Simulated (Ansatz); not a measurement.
# Structures of CdOs3: which is lowest?

Plane-wave DFT in Ansatz with scalar-relativistic PAW potentials, cutoff 420 eV, Γ-centred meshes chosen by cell and gap, Gaussian smearing with energies taken to zero width. Every cell was relaxed (cell and atoms) in a run of its own, within the symmetry of its start. Functional: PBE.

Relaxed structures (starts from databases or built by putting these elements on another compound's sites):
A. P6_3/mmc, 8 atoms in the computed cell, a = 5.650 Å, c = 4.466 Å; sites (symmetry × multiplicity) Cd -6m2 × 2, Os mm2 × 6; start: built
B. Pm-3m, 4 atoms in the computed cell, a = 3.958 Å; sites (symmetry × multiplicity) Cd m-3m × 1, Os 4/mm.m × 3; start: built

Rank them by energy. Could pressure change the order?

| structure | group | E − E(lowest) (meV/atom) | V (Å³/atom) | gap on mesh (eV) |
| --- | --- | --- | --- | --- |
| A | P6_3/mmc | 0.0 | 15.44 | 0.00 |
| B | Pm-3m | 108 | 15.51 | 0.00 |

A is lowest, 108 meV/atom under B. The lowest is also the densest of these, so pressure wouldn't bring one of the others in at first order. Other structures may lie lower than all of these, and vibrations aren't counted.

Spin-orbit coupling is left out, which matters for the bands of heavy elements.